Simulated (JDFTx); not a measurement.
System: a single Ga ion, charge +1, multiplicity 1.

Level of theory: PBE, GBRV ultrasoft potentials, plane waves to 20/100 Ha; code: a modified build of JDFTx. Liquid: CANDLE, water, 1 M KF. The liquid run sits in a periodic box with 3.75 Å from the outermost atoms to the faces; the vacuum run is isolated. Solvation energy here means the total energy in the continuum liquid minus that in vacuum, same nuclei, nothing added for thermal motion or standard states.

The continuum has no solvent molecules that could bind to the bare ion. Single-ion values refer to zero potential in the bulk liquid, with no surface-potential term, and depend on the box by about 0.1 eV.

| Quantity | Result |
|---|---|
| solvation energy | -388 kJ/mol |
| highest occupied level in vacuum (zero: vacuum level) | -16.34 eV |
| highest occupied level in the liquid (zero: bulk electrolyte) | -8.26 eV |
| volume of the model's cavity | 96.07 Å³ |
| rough cost, vacuum and liquid run | 20 s and 40 s of core time |
